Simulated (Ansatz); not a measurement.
BeTe (zinc blende, F-43m), a = b = c = 5.664 Å, α = β = γ = 90.00°; the cell used has 2 atoms.

Relaxed with PBE. DFT-PBE in the program Ansatz with PAW potentials gives a gap of 2.03 eV.

**Question.** What gap does HSE06 give on the same cell (Ansatz, PAW)?

**Answer.** 2.70 eV, 0.67 eV more. The hybrid was solved on a coarser mesh and at special points; its gap is the smallest among all of these.

```
k  v1 PBE  c1 PBE  v1 HSE06  c1 HSE06
-  ------  ------  --------  --------
Γ    0.00    3.64       [?]       [?]
X   -2.58    2.03     -2.81      2.70
L   -1.10    3.04       [?]       [?]
W   -3.12    5.30       [?]       [?]
K   -2.17    2.74       [?]       [?]
```

**Question.** Top valence (v1) and lowest conduction level (c1) in eV from each method's valence maximum (which need not be a listed point): supply the withheld HSE06 values.

**Answer.** 
- W, v1 HSE06: -3.37
- W, c1 HSE06: 6.08
- L, v1 HSE06: -1.19
- L, c1 HSE06: 3.86
- K, v1 HSE06: -2.36
- K, c1 HSE06: 3.46
- Γ, v1 HSE06: 0.00
- Γ, c1 HSE06: 4.49

Cost on shared cores: the PBE run (SCF on a 9×9×9 mesh, then bands and DOS) roughly 10 core-seconds, the HSE06 run (SCF on 6×6×6, then a few points) very roughly 90 core-seconds; the tasks are unlike.

The cell was relaxed with PBE under the symmetry of its start; of distortions, only those at the zone centre were tested. The volume moved by 30 % from the start of the relaxation. Scalar-relativistic: spin–orbit coupling is off unless named, which matters more the heavier the elements.

Potentials: the later of the program's two PAW sets.
